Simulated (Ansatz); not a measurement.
The calculation used DFT PBE, scalar-relativistic, plane waves, PAW (Ansatz 0.2.0). All cells share a 420 eV cutoff and Γ-centred k meshes spaced at most about 0.3 Å⁻¹ (about 0.25 or finer for metals, 2π included). No spin polarisation in the final relaxations.

These are static total energies at zero pressure.

Two forms of Mg3Si2N were relaxed alike.

A. Space group P6/mmm (No. 191), hexagonal, a = 5.623 Å, c = 6.642 Å. Mg is surrounded by 2 N at 2.81 Å, 4 Mg at 2.81 Å and 4 Si at 3.29 Å; Si has 1 N at 1.71 Å, 1 Si at 3.22 Å and 6 Mg at 3.29 Å; around N lie 2 Si at 1.71 Å and 6 Mg at 2.81 Å.

B. Space group P6/mmm (No. 191), hexagonal, a = 4.648 Å, c = 5.264 Å. Around Mg on a site of symmetry 6/mmm lie 2 N at 2.63 Å and 6 Si at 2.68 Å; Mg on a site of symmetry -6m2 has 2 Si at 2.63 Å, 3 N at 2.68 Å and 3 Mg at 2.68 Å; Si has 5 Mg at 2.63–2.68 Å and 3 Si at 2.68 Å; N is surrounded by 8 Mg at 2.63–2.68 Å.

Question: Which would you expect to be lower, and how large is the difference?

Answer: B is lower, by 101 meV/atom. A has space group P6/mmm (No. 191), 30.3 Å³/atom and no gap on its mesh; B has space group P6/mmm (No. 191), 16.4 Å³/atom and no gap. Counting Mg or Si atoms around N (for each partner element, those within 1.25 times its shortest distance or 1.15 times the sum of covalent radii, where it is the nearest in units of that sum or under 1.3; the shortest distance is added where it is long for a bond), A has N 2 and B has N 8 from 2.6 Å. Even the lower one lies +0.50 eV/atom against the reference forms of the elements (uncorrected), so neither is stable at this level. Both come from invented guesses. A third cell relaxed alike, in P4/mmm, lies 0.42 eV/atom below the lower of the two.

No dispersion correction is applied, so the spacing and binding between layers, chains or molecules are poorly described (P6/mmm at 30.3 Å³/atom), and this can change margins and order among such cells. Cells relaxed within their symmetry can be saddle points.
